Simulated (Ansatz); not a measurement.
Relaxed-ion elastic tensor of AlN (wurtzite, P6_3mc) in GPa (Voigt order), LDA (plane waves, PAW; program Ansatz); density 3.33 g/cm³, 10.21 Å³ per atom.

```
396  144  112  0.0  0.0  0.0
144  396  112  0.0  0.0  0.0
112  112  370  0.0  0.0  0.0
0.0  0.0  0.0  116  0.0  0.0
0.0  0.0  0.0  0.0  116  0.0
0.0  0.0  0.0  0.0  0.0  126
```

Question: Is the crystal mechanically stable?

Answer: Yes: the smallest eigenvalue of C is 116 GPa.

Question: Work out the Voigt, Reuss and Hill averages.

Answer: K_V = 211, K_R = 210, K_H = 211; G_V = 125, G_R = 124, G_H = 124 GPa.

Question: Give Young's modulus, Poisson's ratio, Pugh's ratio and the universal anisotropy index.

Answer: E = 9KG/(3K + G) = 312 GPa; ν = 0.25; K/G = 1.69 (near the Pugh limit of 1.75, no verdict); A_U = 5G_V/G_R + K_V/K_R − 6 = 0.03.

Question: Estimate the sound speeds and the Debye temperature.

Answer: v_l = √((K + 4G/3)/ρ) = 10600 m/s, v_t = √(G/ρ) = 6110 m/s, mean 6780 m/s; Θ = (h/k)(3n/4πV)^(1/3) v_m = 931 K.

Question: Solve the Christoffel equation for the three sound speeds along x, y, z.

Answer: Eigenvalues of C_ijkl n_j n_l equal ρv² (piezoelectric stiffening left out). In km/s, slowest first: x 5.89, 6.16, 10.91; y 5.89, 6.16, 10.91; z 5.89, 5.89, 10.53.

Question: How much does each axis shrink under pressure?

Answer: Linear compressibilities β_i = Σ_j S_ij (j = 1 to 3): x 1.5, y 1.5, z 1.8 per TPa.

The cell was relaxed with LDA under the symmetry of its start.

Potentials: the earlier of the program's two PAW sets. The files were generated under PBE; for other functionals the program regenerates the frozen cores, and for LDA and PBEsol the local potential too.
